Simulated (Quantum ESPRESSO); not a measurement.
Ge6SiC, input and log of a self-consistent run

A calculation, not a measurement. The program is pw.x of Quantum ESPRESSO 7.5 (plane-wave density functional theory). The cell is made up: 8 atoms on a zincblende/diamond lattice, with randomly drawn elements, strain and displacements, not relaxed. PseudoDojo standard norm-conserving files (v0.5 for PBE, v0.4.1 for LDA and PBEsol) set the functional; there is no spin polarisation, spin-orbit coupling or dispersion term, and the masses in the input are unused placeholders.

Input:

```
&control calculation='scf', pseudo_dir='./dojo.nc.sr.pbe.v0_5.standard.upf', outdir='./o', disk_io='medium', tprnfor=.true., tstress=.true. /
&system ibrav=0, nat=8, ntyp=3, nbnd=56, ecutwfc=82.02448710, nosym=.true., tot_charge=0,
 occupations='smearing', smearing='fd', degauss=0.0073498644
/
&electrons conv_thr=7.350e-09, electron_maxstep=60, /
ATOMIC_SPECIES
C 1.0 C.upf
Ge 1.0 Ge.upf
Si 1.0 Si.upf
CELL_PARAMETERS angstrom
5.5987 0.0 0.0
0.0 5.5987 0.0
0.0 0.0 5.5987
ATOMIC_POSITIONS angstrom
Ge -0.0714 0.0269 -0.012
Si 0.0613 2.8384 2.6971
Ge 2.8341 -0.0078 2.8432
Ge 2.7365 2.8424 -0.0175
C 1.3541 1.3795 1.3631
Ge 1.3767 4.229 4.3207
Ge 4.0712 1.3956 4.3016
Ge 4.1917 4.2309 1.4525
K_POINTS automatic
6 6 6 1 1 1
```

The log is shortened where brackets say so; the opening notice, blank lines, dates and the lines on written files are dropped, and the path of the files is cut. It prints rydbergs, bohrs and kilobars, and counts compression as positive stress.

```
     Program PWSCF v.7.5
     Parallel version (MPI & OpenMP), running on       1 processor cores
     Number of MPI processes:                 1
     Threads/MPI process:                     1
     [start-up lines left out]
     bravais-lattice index     =            0
     lattice parameter (alat)  =      10.5800  a.u.
     unit-cell volume          =    1184.2904 (a.u.)^3
     number of atoms/cell      =            8
     number of atomic types    =            3
     number of electrons       =        92.00
     number of Kohn-Sham states=           56
     kinetic-energy cutoff     =      82.0245  Ry
     charge density cutoff     =     328.0979  Ry
     scf convergence threshold =      7.3E-09
     mixing beta               =       0.7000
     number of iterations used =            8  plain     mixing
     Exchange-correlation= PBE
                           (   1   4   3   4   0   0   0)
     [axes and pseudopotential details left out]
   Cartesian axes
     site n.     atom                  positions (alat units)
         1        Ge     tau(   1) = (  -0.0127530   0.0048047  -0.0021434  )
         2        Si     tau(   2) = (   0.0109490   0.5069748   0.4817368  )
         3        Ge     tau(   3) = (   0.5062068  -0.0013932   0.5078322  )
         4        Ge     tau(   4) = (   0.4887742   0.5076893  -0.0031257  )
         5        C      tau(   5) = (   0.2418597   0.2463965   0.2434672  )
         6        Ge     tau(   6) = (   0.2458964   0.7553539   0.7717327  )
         7        Ge     tau(   7) = (   0.7271688   0.2492722   0.7683212  )
         8        Ge     tau(   8) = (   0.7486917   0.7556933   0.2594352  )
     number of k points=   108  Fermi-Dirac smearing, width (Ry)=  0.0073
     Number of k-points >= 100: set verbosity='high' to print them.
     Dense  grid:   119009 G-vectors     FFT dimensions: (  64,  64,  64)
     Estimated max dynamical RAM per process >     173.65 MB
     Initial potential from superposition of free atoms
     starting charge      91.9944, renormalised to      92.0000
     Starting wfcs are   62 randomized atomic wfcs
     total cpu time spent up to now is       51.3 secs
     per-process dynamical memory:    95.6 Mb
     Self-consistent Calculation
     iteration #  1     ecut=    82.02 Ry     beta= 0.70
     Davidson diagonalization with overlap
     ethr =  1.00E-02,  avg # of iterations =  3.1
     Threshold (ethr) on eigenvalues was too large:
     Diagonalizing with lowered threshold
     Davidson diagonalization with overlap
     ethr =  3.85E-04,  avg # of iterations =  3.6
     total cpu time spent up to now is      320.1 secs
     total energy              =   -1091.88910277 Ry
     estimated scf accuracy    <       0.35632606 Ry
     iteration #  2     ecut=    82.02 Ry     beta= 0.70
     Davidson diagonalization with overlap
     ethr =  3.87E-04,  avg # of iterations =  7.1
     total cpu time spent up to now is      486.7 secs
     total energy              =   -1091.82352369 Ry
     estimated scf accuracy    <       1.32371080 Ry
     iteration #  3     ecut=    82.02 Ry     beta= 0.70
     Davidson diagonalization with overlap
     ethr =  3.87E-04,  avg # of iterations =  4.8
     total cpu time spent up to now is      638.4 secs
     total energy              =   -1092.03458285 Ry
     estimated scf accuracy    <       0.01832330 Ry
     iteration #  4     ecut=    82.02 Ry     beta= 0.70
     Davidson diagonalization with overlap
     ethr =  1.99E-05,  avg # of iterations =  6.3
     total cpu time spent up to now is      745.6 secs
     total energy              =   -1092.03805884 Ry
     estimated scf accuracy    <       0.00304713 Ry
     iteration #  5     ecut=    82.02 Ry     beta= 0.70
     Davidson diagonalization with overlap
     ethr =  3.31E-06,  avg # of iterations =  3.8
     total cpu time spent up to now is      830.8 secs
     total energy              =   -1092.03859673 Ry
     estimated scf accuracy    <       0.00012899 Ry
     iteration #  6     ecut=    82.02 Ry     beta= 0.70
     Davidson diagonalization with overlap
     ethr =  1.40E-07,  avg # of iterations =  2.8
     total cpu time spent up to now is      945.9 secs
     total energy              =   -1092.03862476 Ry
     estimated scf accuracy    <       0.00003329 Ry
     iteration #  7     ecut=    82.02 Ry     beta= 0.70
     Davidson diagonalization with overlap
     ethr =  3.62E-08,  avg # of iterations =  2.1
     total cpu time spent up to now is     1052.9 secs
     total energy              =   -1092.03863261 Ry
     estimated scf accuracy    <       0.00000223 Ry
     iteration #  8     ecut=    82.02 Ry     beta= 0.70
     Davidson diagonalization with overlap
     ethr =  2.42E-09,  avg # of iterations =  3.0
     total cpu time spent up to now is     1166.9 secs
     total energy              =   -1092.03863307 Ry
     estimated scf accuracy    <       0.00000020 Ry
     iteration #  9     ecut=    82.02 Ry     beta= 0.70
     Davidson diagonalization with overlap
     ethr =  2.14E-10,  avg # of iterations =  3.7
     total cpu time spent up to now is     1285.5 secs
     total energy              =   -1092.03863313 Ry
     estimated scf accuracy    <       0.00000002 Ry
     iteration # 10     ecut=    82.02 Ry     beta= 0.70
     Davidson diagonalization with overlap
     ethr =  1.87E-11,  avg # of iterations =  2.9
     total cpu time spent up to now is     1440.8 secs
     End of self-consistent calculation
     Number of k-points >= 100: set verbosity='high' to print the bands.
     the Fermi energy is     8.0203 ev
!    total energy              =   -1092.03863313 Ry
     estimated scf accuracy    <          5.7E-09 Ry
     smearing contrib. (-TS)   =      -0.00148557 Ry
     internal energy E=F+TS    =   -1092.03714756 Ry
     The total energy is F=E-TS. E is the sum of the following terms:
     one-electron contribution =    -631.70499168 Ry
     hartree contribution      =     373.36025768 Ry
     xc contribution           =    -268.74766111 Ry
     ewald contribution        =    -564.94475245 Ry
     convergence has been achieved in  10 iterations
     Forces acting on atoms (cartesian axes, Ry/au):
     atom    1 type  2   force =     0.05035459    0.05119479    0.06982690
     atom    2 type  3   force =     0.03383964   -0.07861746    0.00535211
     atom    3 type  2   force =    -0.08094359    0.04148309   -0.03642952
     atom    4 type  2   force =    -0.02904399   -0.05322656    0.09891769
     atom    5 type  1   force =    -0.00942573    0.02535024    0.01472212
     atom    6 type  2   force =    -0.02661096   -0.00050914   -0.07678783
     atom    7 type  2   force =     0.05546994    0.04021615   -0.05984907
     atom    8 type  2   force =     0.00636009   -0.02589111   -0.01575241
     Total force =     0.239240     Total SCF correction =     0.000412
     Computing stress (Cartesian axis) and pressure
          total   stress  (Ry/bohr**3)                   (kbar)     P=      -20.35
  -0.00013105  -0.00019370   0.00003586          -19.28      -28.49        5.28
  -0.00019370  -0.00012982  -0.00000089          -28.49      -19.10       -0.13
   0.00003586  -0.00000089  -0.00015415            5.28       -0.13      -22.68
     init_run     :     48.48s CPU     51.14s WALL (       1 calls)
     electrons    :   1374.43s CPU   1389.56s WALL (       1 calls)
     forces       :     21.14s CPU     22.01s WALL (       1 calls)
     stress       :     75.81s CPU     76.96s WALL (       1 calls)
     [timing details left out]
     PWSCF        :  25m20.54s CPU  25m41.74s WALL
     JOB DONE.
```

In other units: free energy -14857.943 eV for the cell, pressure -2.04 GPa, largest force component 2.543 eV/Å. A rerun of this cell at 1347 eV and a 8 x 8 x 8 mesh moved values by no more than 0.002 eV in energy, 0.03 GPa in stress and 0.014 eV/Å in force.